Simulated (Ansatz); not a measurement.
The relaxed structure here is a generated cell of Be: the first start was made by placing the elements on the sites of a structure type, and the end was not matched to a known phase here, so it may be hypothetical. Known forms of Be include space group No. 194.

A relaxed cell of Be (Fm-3m (No. 225)), relaxed on a k-mesh at least as fine as the one used below. These are PBE (plane waves to 420 eV, PAW, scalar-relativistic; Ansatz, a first-principles code) values and carry that method's errors. Γ-centred k-mesh 9×17×17 on the run's cell (coarser than for final values), Fermi–Dirac smearing 0.05 eV.

```
Be
1.0
    0.00000     3.15752     3.15752
    1.57876     0.00000     1.57876
    1.57876     1.57876     0.00000
Be
2
Cartesian
  1.57876   1.57876   1.57876
  1.57876   3.15752   3.15752
```

The atoms are displaced by (Å):

| atom | ux | uy | uz |
|---|---|---|---|
| Be1 | 0.009 | -0.042 | 0.042 |
| Be2 | 0.116 | 0.124 | -0.003 |

**Question.** What forces (eV/Å) and pressure result?

**Answer.** 
```
atom     Fx     Fy     Fz
----  -----  -----  -----
Be1    0.33   0.52  -0.13
Be2   -0.33  -0.52   0.13
```

Pressure +0.8 GPa.

**Question.** Estimate the energy cost of the displacement in the harmonic approximation and compare with the calculation.

**Answer.** For a harmonic well ΔE = −½ Σ F·u = 0.064 eV a cell, or 32 meV/atom. The calculated energy relative to the undisplaced cell is +0.03 eV/atom, so the harmonic estimate holds well.

No spin polarisation in the result.

The run that gave the undisplaced cell could not lose the symmetry of its start; a randomly shaken copy of 2 atoms returns to this structure.
